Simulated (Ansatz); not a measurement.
SiGe (R-3m), relaxed with PBEsol (Ansatz, a quantum-chemistry and plane-wave program, plane waves, PAW): a = 2.859 Å, b = 2.859 Å, c = 14.062 Å, α = 90.00°, β = 90.00°, γ = 120.00°.

```
Quantity              Value
--------------------  -----
ΔH_f (eV/atom)         0.42
B₀ by P(V) fit (GPa)   81.2
```

Task: The same phase is relaxed and computed with r²SCAN in the same code. What are the cell and these values now?

Result: a = b = 2.8748 Å, c = 14.1505 Å, α = β = 90.00°, γ = 120.00°.

- ΔH_f (eV/atom): 0.75
- B₀ by P(V) fit (GPa): 72.8

Typed or built starts, not in the databases checked: SiGe, R-3m (Ge on 3a, Si on 3b). All cells were relaxed under the symmetry of their starts (and spin orders); stability against distortions was not tested throughout. Scalar-relativistic: spin–orbit coupling is off unless named, which matters more the heavier the elements.

Potentials: the later of the program's two PAW sets.

Ansatz is a plane-wave DFT program.

Formation energies count from the lowest solids of the elements computed at the same level, not from gases.
